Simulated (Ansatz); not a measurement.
YPO₄ in space group I4_1/amd (No. 141; Y on 4a, P on 4b, O on 16h), r²SCAN in the plane-wave PAW code Ansatz. The conduction-band minimum lies on the Γ–X line, 69 % of the way from Γ, with 4 equivalent valleys. Second derivatives d²E/dk² of the lowest band at one valley (eV·Å²), along Cartesian directions:

```tsv
direction	d²E/dk²
[100]	5.354
[010]	5.354
[001]	3.910
[110]	5.255
[101]	4.633
[011]	4.633
```

Find the principal effective masses, the density-of-states mass and the conductivity mass.

Off-diagonal terms follow from H_xy = H[110] − (H_xx + H_yy)/2, and m*/mₑ = 7.620 eV·Å² over each eigenvalue: 1.4, 1.5, 1.9. One valley's DOS mass (m₁m₂m₃)^(1/3) = 1.6, conductivity mass 3/(Σ 1/mᵢ) = 1.6 mₑ.

What effective density of states Nc follows at 300 K for parabolic valleys?

Nc = 2.509e19 × 4 × (1.6)^(3/2) ≈ 2.0e20 cm⁻³.

The first step of the workflow began from a Materials Project structure, measured or hypothetical; the Crystallography Open Database files this formula in space group No. 141, but the cells were not matched. Its standing as an ambient phase is unchecked. The cell was relaxed with r²SCAN under the symmetry of its start; its stability against distortions is not shown here. No spin polarisation was allowed. Scalar-relativistic: spin–orbit coupling is off unless named, which matters more the heavier the elements.

Potentials: the later of the program's two PAW sets.

Edges and masses are those of Kohn–Sham bands, whose gap is no quasiparticle gap.
